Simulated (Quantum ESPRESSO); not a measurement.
# Where does Al sit best among Ga sites?

Calculated results; nothing here was measured. They come from pw.x of Quantum ESPRESSO 7.5, a plane-wave density functional program, with PseudoDojo standard norm-conserving files (v0.5 for PBE, v0.4.1 for LDA and PBEsol). The cells are made up: elements, strain and atom displacements were drawn at random, and nothing was relaxed. There is no spin polarisation, spin-orbit coupling or dispersion term.

The cell has 8 sites of a wurtzite lattice (rectangular cell). Sites 1 to 4 hold X X X X; sites 5 to 8 hold N N N O. Cell vectors in Å: (3.190, -0.028, -0.010); (-0.048, 5.388, 0.006); (-0.017, 0.006, 5.147). Settings: PBE, cutoff 1143 eV, 8 x 6 x 6 k mesh shifted by half a step, Fermi-Dirac smearing of 0.1 eV.

In each run one of the sites marked X holds Al and the others hold Ga; cell and positions stay the same. E is the free energy of the cell.

| site of the guest | first shell | mean distance (Å) | E above the lowest (eV) | P (GPa) | force on the guest (eV/Å) |
| --- | --- | --- | --- | --- | --- |
| 1 | N3O | 1.892 | 0.000 | 16.76 | 1.791 |
| 2 | N2O2 | 1.992 | 0.666 | 17.81 | 1.743 |
| 3 | N4 | 1.914 | 0.132 | 17.52 | 1.024 |
| 4 | N3O | 1.934 | 0.144 | 17.31 | 2.357 |

A rerun of one of these cells at 1437 eV and k mesh 10 x 8 x 8 moved values by no more than 0.005 eV in the cell's energy, 0.05 GPa in stress and 0.018 eV/Å in force.

## Reading the table

Site 1 is lowest, by 0.132 eV, over three times the rerun's bound. The first shells differ, so neighbours and distances change together and cannot be told apart here. The positions are random and not relaxed, so the differences hold for this frozen cell and are not site preferences of a real crystal.